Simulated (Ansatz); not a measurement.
Starting cell, CoSn (CoSn type, space group P6/mmm):

```xyz
6
Lattice="5.2940 0.0000 0.0000 -2.6470 4.5847 0.0000 0.0000 0.0000 4.2354" Properties=species:S:1:pos:R:3 pbc="T T T"
Co     2.6470     0.0000     0.0000
Co     1.3235     2.2924     0.0000
Co    -1.3235     2.2924     0.0000
Sn     0.0000     0.0000     0.0000
Sn     0.0000     3.0565     2.1177
Sn     2.6470     1.5282     2.1177
```

In each cell atom 1 (Co, nearest neighbour Sn at 2.612 Å; its periodic images, 4.2 Å or more away, move with it) moves by s·(0.000, 0.585, 0.811) (towards the nearest neighbour), the rest being held.

Calculation: PBE (plane waves to 420 eV, PAW, scalar-relativistic; Ansatz, a quantum-chemistry and plane-wave program). k mesh 8×8×9 (Γ-centred), Fermi-Dirac smearing 0.05 eV. The energy includes the smearing's −TS. With partly filled bands, energies and forces of such displacements shift with the k mesh and the smearing. CoSn is run without spin polarisation. CoSn was relaxed with its symmetry unable to fall. The zero of ΔE is the undisplaced structure.

The scan covers s from -0.520 to 0.520 Å in 11 points.

Q: Is this a single well or a double well?

A: A single well with its minimum at or next to zero displacement.

Q: Is the energy the same for equal positive and negative displacements?

A: Even: the same for both signs. With its periodic images moving along, the atom's site symmetry in this cell is mmm.

Q: What is the energy change at s = 0.520 Å?

A: 1491 meV/cell.

Q: What force acts on the atom along the line at s = -0.520 Å?

A: 7.75 eV/Å.

Q: What is the force constant k = d²E/ds² of this move at s = 0?

A: 7.44 eV/Å².

(For displaced atoms, the force is minus the slope of the energy, and its curvature is a force constant, which sets phonon frequencies.)
